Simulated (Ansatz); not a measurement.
# Guessed and relaxed cells of ZrBrF₂

A trial structure of ZrBrF₂ was built thus: random cell by space group and Wyckoff sites (Cmmm, No. 65). The dimensions are guesses.

start.cif

```cif
data_structure
_symmetry_space_group_name_H-M 'Cmmm'
_symmetry_Int_Tables_number 65
_cell_length_a 5.9548
_cell_length_b 6.5729
_cell_length_c 4.1311
_cell_angle_alpha 90.000
_cell_angle_beta 90.000
_cell_angle_gamma 90.000
_cell_volume 161.69
loop_
_atom_site_label
_atom_site_type_symbol
_atom_site_symmetry_multiplicity
_atom_site_Wyckoff_symbol
_atom_site_fract_x
_atom_site_fract_y
_atom_site_fract_z
_atom_site_occupancy
Zr1 Zr 2 a 0.00000 0.00000 0.00000 1
Br1 Br 2 b 0.50000 0.00000 0.00000 1
F1 F 4 i 0.50000 0.80210 0.00000 1
```

These are results of Ansatz 0.2.0, DFT PBE, scalar-relativistic, plane waves, PAW, not measurements. Cutoff 420 eV, Gaussian smearing, Γ-centred meshes. Cell and atoms relax first on a coarse mesh and then on a finer one. In between, the cell is made exact in the group found at 0.06 Å. In metals the finer mesh still leaves noise of several meV/atom or more. The steps can't lower the symmetry of their start. No spin polarisation in the relaxation; trial moments died out in a coarse test.

end.cif

```cif
data_structure
_symmetry_space_group_name_H-M 'Cmmm'
_symmetry_Int_Tables_number 65
_cell_length_a 5.3505
_cell_length_b 11.2769
_cell_length_c 3.6033
_cell_angle_alpha 90.000
_cell_angle_beta 90.000
_cell_angle_gamma 90.000
_cell_volume 217.41
loop_
_atom_site_label
_atom_site_type_symbol
_atom_site_symmetry_multiplicity
_atom_site_Wyckoff_symbol
_atom_site_fract_x
_atom_site_fract_y
_atom_site_fract_z
_atom_site_occupancy
Zr1 Zr 2 a 0.00000 0.00000 0.00000 1
Br1 Br 2 b 0.50000 0.00000 0.00000 1
F1 F 4 i 0.00000 0.17062 0.00000 1
```

The symmetry stays Cmmm (No. 65). The volume per atom grows by 34.5 %, from 20.2 to 27.2 Å³. The shortest distance goes from 1.30 Å (Br–F) to 1.92 Å (Zr–F). The energy falls by about 7.3 eV/atom (the start's value is from the coarse mesh). The end is written in a standard setting, so origin, axes and order of atoms can differ from the start's.

```json
{
  "Volume per atom": "27.2 Å³",
  "Density": "3.2 g/cm³",
  "Energy over the elements": "−2.28 eV/atom",
  "Gap on the 10×10×14 mesh of the 4-atom cell": "0 eV (a metal)"
}
```

Energies over the elements count from the elements' standard structures at the same level (F₂ as a molecule), with no fitted energy shifts. The references include crystalline Br. It lies below the elements, which doesn't yet make it stable against other compounds or structures.

The last run used Gaussian smearing of 0.10 eV. Weakly bound directions are ill-defined at this level, which has no dispersion term. An odd number of electrons in the primitive cell allows no gap without spin; a larger cell or a magnetic state could open one. The reference form of Br is held partly by dispersion forces, which this level lacks. Symmetry constrained the relaxation, so the result can be a saddle point. In all, the 4 runs took 8.1 min on 1 thread of Arm Neoverse N1 (shared host).
